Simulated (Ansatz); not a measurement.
Notes on YGa2Cu

```xyz
4
Lattice="2.0207 3.4999 0.0000 -2.0207 3.4999 0.0000 0.0000 -2.3333 6.1392" Properties=species:S:1:pos:R:3 pbc="T T T"
Cu    0.0000    0.0000    0.0000
Y     0.0000    2.3333    3.0696
Ga    0.0000    0.0000    1.9891
Ga    0.0000    4.6665    4.1501
```

Single point in Ansatz 0.2.0 with PBE, spin-orbit coupling. Cutoff 420 eV, PAW datasets, 6×6×6 Γ-centred k mesh, fermi-dirac filling (width 0.0309 eV).

The state carries no moments; the state need not be the lowest.

**Forces.** The largest is on Ga3 (and as large on other atoms): 3.28 eV/Å, components (0.00, 0.00, 3.28). It makes 180° with the line to a nearest neighbour, Cu1 at 1.99 Å, pointing away from it.
**Electronic structure.** It is a metal, with about 2.4 states/eV a cell as the mean within 0.25 eV of the Fermi level, mostly Ga p (50 %) and Y d (37 %).
**Formation energy.** 1.22 eV an atom against the elements' usual phases (free molecules for gases, crystals otherwise, with no correction for O₂ or N₂), so at this geometry it isn't bound against them. Relaxing would lower it.
**Charges.** Bader charges in e: Y +1.11, Ga -0.48, Cu -0.16. In the mean Y gives up most and Ga takes most.

Origin: a known structure type with other elements, at an estimated volume, so it need not be a known compound. Caveats: the k mesh is coarse if the cell is a metal; atoms or cell far from equilibrium.
